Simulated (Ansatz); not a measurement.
Below is a relaxed structure of La3Y2F. The cell was found from a structure generator's guess, not taken from experiment.

Method: DFT PBE, scalar-relativistic, plane waves, PAW in Ansatz 0.2.0. Cutoff 420 eV, Γ-centred mesh, Gaussian smearing, no spin polarisation.

```yaml
crystal:
  lattice:
    - [4.82487, 0.00000, 0.00000]
    - [-2.41243, 4.17846, 0.00000]
    - [0.00000, 0.00000, 12.30842]
  atoms:
    - { symbol: La, position: [0.00000, 0.00000, 0.29552] }
    - { symbol: La, position: [0.00000, 0.00000, 0.70448] }
    - { symbol: La, position: [0.00000, 0.00000, 0.00000] }
    - { symbol: Y, position: [0.33333, 0.66667, 0.50000] }
    - { symbol: Y, position: [0.66667, 0.33333, 0.50000] }
    - { symbol: F, position: [0.00000, 0.00000, 0.50000] }
```

Energies over the elements count from the elements' standard structures at the same level (F₂ as a molecule), with no fitted energy shifts.

Task: What space group does it have?

Result: P6/mmm (No. 191). Conventional cell: a = 4.825 Å, c = 12.308 Å. La on a site of symmetry 6mm is surrounded by 1 F at 2.52 Å, 1 La at 3.64 Å and 6 Y at 3.75 Å; around La on a site of symmetry 6/mmm lie 2 La at 3.64 Å; Y has 3 F at 2.79 Å, 3 Y at 2.79 Å and 6 La at 3.75 Å; F is surrounded by 2 La at 2.52 Å and 6 Y at 2.79 Å.

Task: What is its formation energy per atom?

Result: +0.29 eV/atom. A positive value: parting into the elements would lower its energy.

Task: Is it a metal?

Result: Yes, bands cross the Fermi level on the 12×12×4 mesh.

The last run used a 12×12×4 mesh (in the run's order of axes) for its 6-atom cell and Gaussian smearing of 0.10 eV. The cell is a metal run without spin; a magnetic state may lie lower. A structure relaxed within its symmetry needn't be a true minimum. Another cell of La3Y2F relaxed alike, in P4/mmm, lies 0.86 eV/atom lower, so this cell isn't the stable form at this level.
